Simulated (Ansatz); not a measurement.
K₄GeP₂: reading a single point

```yaml
crystal:
  lattice:
    - [2.83705, 4.91392, 0.00000]
    - [-2.83705, 4.91392, 0.00000]
    - [0.00000, -3.27594, 8.99725]
  atoms:
    - { symbol: K, position: [0.38910, 0.38910, 0.16730] }
    - { symbol: K, position: [0.61090, 0.61090, 0.83270] }
    - { symbol: Ge, position: [0.00000, 0.00000, 0.00000] }
    - { symbol: P, position: [0.08830, 0.08830, 0.26490] }
    - { symbol: P, position: [0.91170, 0.91170, 0.73510] }
    - { symbol: K, position: [0.20800, 0.20800, 0.62400] }
    - { symbol: K, position: [0.79200, 0.79200, 0.37600] }
```

Single point in Ansatz 0.2.0 with r2SCAN, no spin polarisation. Cutoff 500 eV, PAW datasets, 7×7×7 Γ-centred k mesh, fermi-dirac filling (width 0.072 eV).

Q: Is the cell too large or too small?

A: The pressure is -0.8 GPa (compression positive), so with the atoms held at these fractions the cell would first shrink. The principal stresses -1.5, -0.4, -0.4 GPa differ, so its shape would change too.

Q: Give the Bader charges.

A: Bader charges in e: K +0.74, Ge -0.33, P -1.32. In the mean K gives up most and P takes most.

Q: Which atom feels the largest force, and which way?

A: The largest is on P4 (and as large on other atoms): 0.64 eV/Å, components (0.00, 0.00, -0.64). It makes 0° with the line to a nearest neighbour, Ge3 at 2.38 Å, pointing towards it.

Q: What is the formation energy?

A: -0.22 eV an atom against the elements' usual phases (free molecules for gases, crystals otherwise, with no correction for O₂ or N₂), so it is bound against them; other compounds may still compete. Relaxing would lower it.

Q: Metal or insulator?

A: It is a metal, with about 6.2 states/eV a cell as the mean within 0.25 eV of the Fermi level, mostly P p (44 %) and Ge p (32 %).

Origin: a known structure type with other elements, at an estimated volume, so it need not be a known compound. Caveats: many states at the Fermi level without spin polarisation, so a magnetic state may lie lower.
